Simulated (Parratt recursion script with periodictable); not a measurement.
How the EUV peak of a Si/Mo multilayer on Si grows with the number of periods

| layer, from the top | thickness (Å) | density (g/cm³) | rms roughness of its top face (Å) | δ at 13.5 nm | β at 13.5 nm |
|---|---|---|---|---|---|
| Si (in each period) | 49.3 | 2.313 | 2 | 9.927 × 10⁻⁴ | 0.001813 |
| Mo (in each period) | 21.1 | 10.026 | 2 | 0.07476 | 0.006314 |
| Si (substrate) | – | 2.313 | 2 | 9.927 × 10⁻⁴ | 0.001813 |

The refractive index is n = 1 − δ + iβ; the runs take δ and β at each wavelength of the scan. Vacuum lies above.

Densities are inputs, not measurements. They were set from computed cells of the Materials Project: Si from entry mp-149 (Fd-3m, 2.313 g/cm³); Mo from entry mp-129 (Im-3m, 10.026 g/cm³). A layer's crystal structure does not enter its constants, only its composition and density.

Simulated, not measured: EUV and soft X-ray reflectivity, Parratt recursion, Névot-Croce roughness, Henke tables (Parratt recursion script with periodictable 1.7.1).

Light falls at α = 10° from the surface normal. It is p-polarised. The wavelength is scanned from 12.42 to 14.58 nm in 161 evenly spaced points, without smoothing. The peak is the highest scan point; its wavelength and height come from a parabola through R at that point and its two neighbours.

The runs differ in the number of periods N alone.

```
N    peak λ (nm)  peak R (%)
---  -----------  ----------
10        13.583        22.1
15        13.573           ?
25        13.578        57.8
120       13.609        70.4
```

Problem. Estimate the peak reflectivity for N = 15, trying the form R = R∞ tanh²(aN + b).

Solution. Take R∞ from the largest stack, 70.4 % at N = 120. For the shown rows under 97 % of it, y = artanh[(R/R∞)^½] is 0.633 at N = 10, 1.505 at N = 25. The line through them has a = 0.0581 and b = 0.052. This form gives tanh²y = 1.000 at N = 120, in keeping with the choice of R∞. At N = 15, y = 0.924 and R = 70.4 × tanh²y = 37.3 %.

The run gave 37.5 %, so the form misses by 0.2 points.
